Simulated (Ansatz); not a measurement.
## What internal relaxation does to the elastic constants of SiC$_{2}$N$_{4}$

These are results of DFT LDA, scalar-relativistic, plane waves, PAW (Ansatz 0.2.0), not measurements. Plane waves to 420 eV; Γ-centred k mesh 4×4×4; fixed occupations. No spin polarisation.

The cell, relaxed at this level:
```
CELL_PARAMETERS angstrom
6.63053 0.00000 0.00000
0.00000 6.63053 0.00000
0.00000 0.00000 6.63053
ATOMIC_POSITIONS crystal
Si 0.00000 0.00000 0.00000
Si 0.50000 0.50000 0.50000
C 0.75000 0.75000 0.75000
C 0.75000 0.25000 0.25000
C 0.25000 0.25000 0.75000
C 0.25000 0.75000 0.25000
N 0.85457 0.85457 0.85457
N 0.64543 0.35457 0.35457
N 0.14543 0.14543 0.85457
N 0.35457 0.64543 0.35457
N 0.85457 0.14543 0.14543
N 0.64543 0.64543 0.64543
N 0.14543 0.85457 0.14543
N 0.35457 0.35457 0.64543
```

Clamped-ion constants (GPa, Voigt order; atoms follow the strain homogeneously):
C11 = 133.0, C12 = 117.3, C13 = 117.3, C22 = 133.0, C23 = 117.3, C33 = 133.0, C44 = 117.2, C55 = 117.2, C66 = 117.2 GPa; the others vanish.

**Question.** What are the constants once the atoms relax in each strained cell?

**Answer.**
```
109.3 110.2 110.2   0.0   0.0   0.0
110.2 109.3 110.2   0.0   0.0   0.0
110.2 110.2 109.3   0.0   0.0   0.0
  0.0   0.0   0.0  -1.1   0.0   0.0
  0.0   0.0   0.0   0.0  -1.1   0.0
  0.0   0.0   0.0   0.0   0.0  -1.1
```
The Voigt shear modulus goes from 73.5 to -0.8 GPa and the Voigt bulk modulus from 122.5 to 109.9 GPa. Relaxation subtracts ΛᵀK⁻¹Λ/V, with Λ the forces that a strain puts on the atoms and K the zone-centre force constants. At a stable cell this can only lower the diagonal constants, and it acts only for strains that share their symmetry with an optical mode; elsewhere, and where the coupling is weak, the constants hardly move. The least eigenvalue of the relaxed constants is -1.1 GPa, so this cell isn't stable against every strain.

Cost: 2 runs of about 8.1 core-minutes in all, on Intel Xeon Processor @ 2.50GHz (Skylake/Cascade Lake), Intel Xeon 6975P-C (Granite Rapids) (shared hosts).